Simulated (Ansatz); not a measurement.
Computed properties of AlCo

AlCo:
```xyz
4
Lattice="1.3459 -4.6520 0.0000 1.3459 4.6520 0.0000 0.0000 0.0000 3.9652" Properties=species:S:1:pos:R:3 pbc="T T T"
Al     1.3459    -1.4973     0.9913
Co     1.3459    -3.9891     0.9913
Al     1.3459     1.4973     2.9739
Co     1.3459     3.9891     2.9739
```
The run is spin-polarised; directions of the spins, atom by atom: 0 ↑ 0 ↑.

Space group Cmcm (No. 63); conventional cell a = 2.6917 Å, b = 9.3040 Å, c = 3.9652 Å, α = 90.00°, β = 90.00°, γ = 90.00°.

Method: PBE in the plane-wave PAW code Ansatz. The cell and atoms are relaxed at this level. Other levels are named where they apply.

### Cell and energy

| Item | Result |
|---|---|
| Volume per atom | 12.41 Å³ |
| Density | 5.75 g/cm³ |
| Formation energy from the elements (no fitted shifts) | -0.27 eV/atom |

### Electronic structure

| Item | Value |
|---|---|
| Electronic character | metallic (no gap) |
| Density of states at the Fermi level | 0.97 states/eV per atom (mean over ±0.08 eV) |

### Magnetism

| Item | Value |
|---|---|
| Magnetic order | ferromagnetic |
| Net moment | 0.21 μB per atom |

The start of the workflow was typed in or built on a structure type; neither database checked (COD, Materials Project) lists it. Whether it is the stable phase at ambient conditions was not checked. The PBE relaxation kept the symmetry of its start; whether a distortion lowers the energy is not shown. Magnetic state: ferromagnetic, the only order run, not a proven ground state. Axis ratios of metals converge slowly with the k-mesh, so a and c are less sure than the volume. The references are the lowest solids computed at this level, not always the standard phases.

Potentials: the earlier of the program's two PAW sets.
